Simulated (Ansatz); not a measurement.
**AlGaN$_{2}$: an elastic constant from a strain scan**

The calculation used Ansatz, DFT r2SCAN, scalar-relativistic, plane waves, PAW. Cutoff 500 eV, Γ-centred 8×8×6 k-points, Gaussian smearing of 0.05 eV. No spin polarisation. Energies are free energies at this smearing, counted from the undisturbed cell; pressure is positive in compression.

The undisturbed cell (as given, not relaxed at this level; it stands at -0.4 GPa, and it needn't be the usual structure):

```yaml
crystal:
  lattice:
    - [3.14088, 0.00000, 0.00000]
    - [0.00000, 3.14088, 0.00000]
    - [0.00000, 0.00000, 4.42384]
  atoms:
    - { symbol: Al, position: [0.50000, 0.50000, 0.50000] }
    - { symbol: Ga, position: [0.00000, 0.00000, 0.00000] }
    - { symbol: N, position: [0.50000, 0.00000, 0.73826] }
    - { symbol: N, position: [0.00000, 0.50000, 0.26174] }
```

The cell is strained by ε times the Voigt pattern (1, 1, 0, 0, 0, 0) (xx, yy, zz, yz, xz, xy; engineering shear) with fractional coordinates fixed. The cell holds 4 atoms in V0 = 43.64 Å³. The stress column is τ = (1/V0) dE/dε, got from the stress tensor σ (compression positive) at each point as −det(1 + εP) σ : P(1 + εP)⁻¹, with P the pattern as a tensor.

| ε | ΔE (meV/atom) | τ (GPa) |
| --- | --- | --- |
| -0.0200 | 11.888 | -18.590 |
| -0.0150 | 6.421 | -13.531 |
| -0.0100 | 2.652 | -8.625 |
| -0.0050 | 0.527 | -3.870 |
| 0.0000 | 0.000 | 0.738 |
| 0.0050 | 1.018 | 5.204 |
| 0.0100 | 3.527 | 9.533 |
| 0.0150 | 7.489 | 13.726 |
| 0.0175 | 10.003 | 15.772 |
| 0.0200 | ? | ? |

**Question.** Which combination of elastic constants does this scan measure, and how large is it?

**Answer.** For small ε, τ = τ0 + Kε with K = pᵀCp, which for this pattern is C11 + C22 + 2 C12 in the Cartesian frame shown. The parabola through τ at ε = -0.0050, 0 and 0.0050 has slope K = 907 GPa at zero. The energies per cell, E = NΔE, of the same two points give K = 2[E(ε₊)/ε₊ − E(ε₋)/ε₋]/[(ε₊ − ε₋)V0] = 908 GPa, in agreement. These are clamped-ion values.

**Question.** Predict the withheld row at ε = 0.0200 from the harmonic law, and compare.

**Answer.** ΔE = V0(τ0 ε + Kε²/2)/N = 13.363 meV/atom and τ = 18.89 GPa. The calculation gives 12.857 meV/atom and 17.79 GPa, a miss of 3.8 % of the harmonic energy, so the harmonic law still holds here.

Forces appear on the atoms along this scan, and letting them relax would lower the energy and soften the response.